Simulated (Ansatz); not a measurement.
# Property card for Sc$_{4}$N$_{3}$O

Sc₄N₃O:
```xyz
8
Lattice="4.4802 0.0000 0.0000 0.0000 4.4802 0.0000 0.0000 0.0000 4.4802" Properties=species:S:1:pos:R:3 pbc="T T T"
Sc     0.0000     2.2401     2.2401
Sc     0.0000     0.0000     0.0000
Sc     2.2401     2.2401     0.0000
Sc     2.2401     0.0000     2.2401
O      2.2401     2.2401     2.2401
N      2.2401     0.0000     0.0000
N      0.0000     2.2401     0.0000
N      0.0000     0.0000     2.2401
```

Space group Pm-3m (No. 221); conventional cell a = 4.4802 Å, b = 4.4802 Å, c = 4.4802 Å, α = 90.00°, β = 90.00°, γ = 90.00°.

Method: DFT-r²SCAN in the program Ansatz with PAW potentials. The cell and atoms are relaxed at this level. Other levels are named where they apply.

### Cell and energy

```yaml
volume_per_atom: 11.24 Å³
density: 4.39 g/cm³
Formation energy from the elements (no fitted shifts): -2.50 eV/atom
```

### Electronic structure

```yaml
electronic_character: metallic (no gap)
Density of states at the Fermi level: 0.16 states/eV per atom (mean over ±0.08 eV)
```

### Mechanics

```yaml
Bulk modulus (Birch–Murnaghan fit): 2100 kbar
Pressure derivative B′: 4.1
Elastic constants (relaxed ions, GPa): C11 = 426, C12 = 102, C44 = 163
mechanical_stability: stable (all eigenvalues of C positive)
hill_bulk_and_shear_moduli: 210 and 163 GPa
Young's modulus: 388 GPa
Poisson's ratio: 0.19
debye_temperature_from_the_elastic_constants: 893 K
```

### Charges

```yaml
bader_charges: Sc +1.82 to +1.84, O -1.51, N -1.93 e
```

The start of the workflow was typed in or built on a structure type; neither database checked (COD, Materials Project) lists it. Whether it is the stable phase at ambient conditions was not checked. The cell was relaxed with r²SCAN under the symmetry of its start; its stability against distortions is not shown here. No spin polarisation was allowed. With an odd number of electrons in the cell and no spin polarisation, the count alone makes it a metal. As this level gives no gap, shear constants depend on the k-mesh and smearing (Fermi–Dirac, 0.1 eV here). The references are the lowest solids computed at this level, not always the standard phases (solids in place of the gases).

Potentials: the earlier of the program's two PAW sets. The files were generated under PBE; for other functionals the program regenerates the frozen cores, and for LDA and PBEsol the local potential too.
